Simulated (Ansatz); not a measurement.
# EuBr2 (MoSi2-type structure)

Method: PBEsol, scalar-relativistic; collinear spin; PAW, 420 eV, 10×10×10 k-mesh, Gaussian smearing of 0.05 eV; code Ansatz. The datasets are Ansatz's generated set soft_2.

```cif
data_structure
_symmetry_space_group_name_H-M 'P 1'
_symmetry_Int_Tables_number 1
_cell_length_a 6.8624
_cell_length_b 6.8624
_cell_length_c 6.8624
_cell_angle_alpha 148.508
_cell_angle_beta 148.508
_cell_angle_gamma 45.136
_cell_volume 87.91
loop_
_atom_site_label
_atom_site_type_symbol
_atom_site_fract_x
_atom_site_fract_y
_atom_site_fract_z
_atom_site_occupancy
Eu1 Eu 0.00000 0.00000 0.00000 1
Br1 Br 0.36727 0.36727 0.00000 1
Br2 Br 0.63273 0.63273 0.00000 1
```

The structure was built from a prototype; whether the compound forms in it isn't claimed.

Magnetic state: ferromagnetic, site spin moments Eu 6.86 μB.

Which orbitals carry the states at the Fermi level, and how many states are there?

The filled and empty bands only just touch, so this is a zero-gap or semimetallic case rather than a good metal. Within 0.1 eV of it: Eu 4f 95 % (shares among the projected shells). The Fermi level sits on a steep edge: the density of states is 10.9, 0.8 and 0.2 states/eV per cell at −0.1, 0 and +0.1 eV.

Density of states (tetrahedra, averaged over 0.3 eV; states/eV per cell of 3 atoms; energy in eV from the Fermi level; projections on Löwdin-orthogonalised atomic orbitals, summed over sites):

```
    E  total  Br 4p  Eu 4f up  Eu 5d up  Eu 5d down  Eu 4f down
-6.10    0.0    0.0       0.0       0.0         0.0         0.0
-5.80    1.0    0.7       0.0       0.1         0.0         0.0
-5.50    2.2    1.7       0.0       0.2         0.1         0.0
-5.20    4.4    3.6       0.0       0.3         0.3         0.0
-4.90    4.3    3.6       0.0       0.2         0.2         0.0
-4.60    4.5    3.8       0.0       0.2         0.2         0.0
-4.30    4.2    3.7       0.0       0.2         0.2         0.0
-4.00    3.2    2.8       0.0       0.1         0.1         0.0
-3.70    3.4    3.0       0.0       0.2         0.1         0.0
-3.40    4.3    3.8       0.0       0.2         0.2         0.0
-3.10    4.7    4.4       0.1       0.1         0.1         0.0
-2.80    3.6    3.4       0.1       0.0         0.0         0.0
-2.50    0.4    0.3       0.0       0.0         0.0         0.0
-2.20    0.0    0.0       0.0       0.0         0.0         0.0
-1.90    0.0    0.0       0.0       0.0         0.0         0.0
-1.60    0.0    0.0       0.0       0.0         0.0         0.0
-1.30    0.0    0.0       0.0       0.0         0.0         0.0
-1.00    0.0    0.0       0.0       0.0         0.0         0.0
-0.70    0.0    0.0       0.0       0.0         0.0         0.0
-0.40    6.2    0.0       5.9       0.3         0.0         0.0
-0.10   17.2    0.2      16.9       0.1         0.0         0.0
 0.20    0.2    0.0       0.1       0.1         0.0         0.0
 0.50    0.6    0.0       0.0       0.4         0.1         0.0
 0.80    0.8    0.1       0.0       0.6         0.1         0.0
 1.10    0.6    0.0       0.0       0.3         0.2         0.0
 1.40    1.0    0.1       0.0       0.3         0.6         0.0
 1.70    1.1    0.1       0.0       0.4         0.5         0.0
 2.00    1.4    0.1       0.0       0.8         0.3         0.0
 2.30    1.2    0.1       0.0       0.4         0.4         0.0
 2.60    2.0    0.1       0.0       0.6         0.8         0.0
 2.90    2.4    0.2       0.0       1.2         0.4         0.1
 3.20    3.3    0.3       0.0       1.5         0.6         0.1
 3.50    4.5    0.5       0.0       1.4         1.0         0.4
 3.80    6.2    0.6       0.0       1.7         1.2         1.4
 4.10    7.7    0.5       0.0       1.5         1.1         3.4
```

Formal charges Eu²⁺, Br⁻ leave Eu²⁺ with an open 4f⁷ shell. Exchange should fill one spin channel of a half-filled shell and leave an insulator, so a metal points to the functional or the structure. The run still finds no gap: within 0.1 eV of the Fermi level the projected states are 95 % Eu 4f.

Hund's first rule gives Eu²⁺ with 7 f electrons 7 unpaired spins, a spin moment of 7 μB; the run has 6.86 μB on Eu (atomic spheres) and 6.93 f electrons on orthogonalised orbitals. The moment is close to the ion's, so in this run the shell is localised and nearly fully polarised.

Semilocal functionals without a Hubbard U often give a metal, as here, for f-electron compounds that are insulators. Scalar-relativistic only: spin–orbit splittings of the heavy atoms' levels are missing. The run wasn't fully tested for a lower electronic state. Site moments are of spin, integrated over atomic spheres. The structure is layered, and this functional has no dispersion term, so the layers' spacing is poorly fixed, often too long, and so is what hangs on it. No antiparallel order was tried.
